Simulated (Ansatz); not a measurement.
SrCoO₃:
```
CELL_PARAMETERS angstrom
      3.76954     0.00000     0.00000
      0.00000     3.76954     0.00000
      0.00000     0.00000     3.76954
ATOMIC_POSITIONS crystal
  Sr 0.00000 0.00000 0.00000
  Co 0.50000 0.50000 0.50000
  O  0.50000 0.50000 0.00000
  O  0.00000 0.50000 0.50000
  O  0.50000 0.00000 0.50000
```
Starting moments (μB, in the order of the atoms Sr Co O O O): 0.0 1.7 0.2 0.2 0.2.

Relaxed with PBEsol. Special points in fractions of this cell's reciprocal vectors: Γ (0.000, 0.000, 0.000); X (0.000, 0.500, 0.000); M (0.500, 0.500, 0.000); R (0.500, 0.500, 0.500).

### Question
List the band energies nearest the Fermi level at these points for DFT-PBEsol in the program Ansatz with PAW potentials.

### Answer
In eV from the Fermi level; about four levels below and three above (degenerate sets whole), none deeper than 8.9 eV; points with the same levels are listed once.

| k | below | above |
|---|---|---|
| Γ ↑ | -2.00 -2.00 -2.00 -1.17 -1.17 -1.17 | 5.15 5.15 6.57 |
| X ↑ | -1.75 -1.75 -0.82 -0.82 | 0.47 7.25 7.58 |
| M ↑ | -1.12 -1.12 -1.04 -0.82 | 2.71 8.13 8.29 |
| R ↑ | -0.95 -0.95 -0.95 -0.73 -0.73 -0.73 | 2.72 2.72 6.98 6.98 6.98 |
| Γ ↓ | -0.87 -0.87 -0.87 -0.39 -0.39 | 5.23 5.23 6.73 |
| X ↓ | -1.58 -1.47 -1.47 -0.38 | 0.41 0.41 1.82 |
| M ↓ | -3.70 -2.00 -2.00 -0.43 | 0.21 0.23 0.23 |
| R ↓ | -4.57 -4.57 -4.57 -0.33 -0.33 -0.33 | 0.54 0.54 0.54 |

Space group Pm-3m (cubic perovskite). The workflow started from an entry of the Crystallography Open Database (COD). Its standing as an ambient phase is unchecked. Symmetry was held in the PBEsol relaxation; whether a distortion lowers the energy is not shown. Magnetic state: ferromagnetic, chosen from 4 collinear starts compared on coarse meshes (ties went to the first, and starts can fall back to one state), not a proven ground state. No Hubbard U is applied. The compound may be a true metal, but semilocal functionals without U, or a wrong spin order, can also close a gap. Spin–orbit coupling is left out wherever it is not named.

Potentials: the later of the program's two PAW sets.
